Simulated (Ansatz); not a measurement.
## Slab of fcc Pd (111), 6 layers

The slab is cut from the fcc crystal, the stable phase, as relaxed on PAW files (15.35 Å³/atom), with 16 Å of vacuum and a dipole correction:

```
CELL_PARAMETERS angstrom
2.78969 0.00000 0.00000
-1.39484 2.41594 0.00000
0.00000 0.00000 27.38890
ATOMIC_POSITIONS crystal
Pd 0.16667 0.33333 0.29209
Pd 0.50000 0.00000 0.37525
Pd 0.83333 0.66667 0.45842
Pd 0.16667 0.33333 0.54158
Pd 0.50000 0.00000 0.62475
Pd 0.83333 0.66667 0.70791
```

All numbers are PBE results (scalar-relativistic) from Ansatz 0.2.0, with a Γ-centred 17×17×1 k mesh, Fermi–Dirac smearing of 0.08 eV, no spin polarisation. Methods: LAPW: all electrons, basis error target 1 meV/atom; PAW: frozen-core files, cutoff 420 eV.

The bulk energy comes from a cell in the slab's orientation on a 17×17×6 mesh. The surface energy is (E(slab) − N·E(bulk))/2A at zero smearing, the mean of both faces; thin slabs carry quantum-size effects.

Q: As cut, the LAPW slab lies 1.138 eV above 6 atoms of bulk. What surface energy is that?

A: Over two faces of 6.74 Å² it is 84.4 meV/Å², and times 16.02 J/m² per eV/Å² that gives γ = 1.352 J/m².

Q: What do relaxation and the other method give, and what work function comes out?

A: 

| method | γ as cut (J/m²) | γ relaxed (J/m²) | Φ as cut (eV) | Φ relaxed (eV) |
| --- | --- | --- | --- | --- |
| LAPW | 1.352 | 1.351 | 5.23 | 5.23 |
| PAW | 1.350 | 1.349 | 5.23 | 5.23 |

Q: How do the spacings between the planes relax?

A: From the bottom face up: d12 +0.2 % of 2.278 Å, d23 -0.5 % of 2.278 Å, d34 -0.2 % of 2.278 Å, d45 -0.5 % of 2.278 Å, d56 +0.2 % of 2.278 Å.

Q: What changes if the vacuum is set to 22 Å?

A: LAPW then gives: no gap, work function 5.23 eV; PAW: no gap, work function 5.23 eV.

Q: A 3d core hole is made on one atom of each kind in every 1×1 cell (PAW hole dataset, neutral cell, valence without spin). What does it cost by layer?

A: layer 1 334.39 eV, layer 2 334.58 eV, layer 3 334.69 eV. Shifts between layers mean more than the absolute values, and a whole layer of holes screens otherwise than one hole.

Q: In the relaxed 1×1 cell, replace the outer, then the middle Pd by Ag, which changes a whole layer. What shift does this Z+1 picture give?

A: E(outer) − E(middle) = -0.24 eV by LAPW and -0.24 eV by PAW; a positive value puts the surface line at higher binding energy.
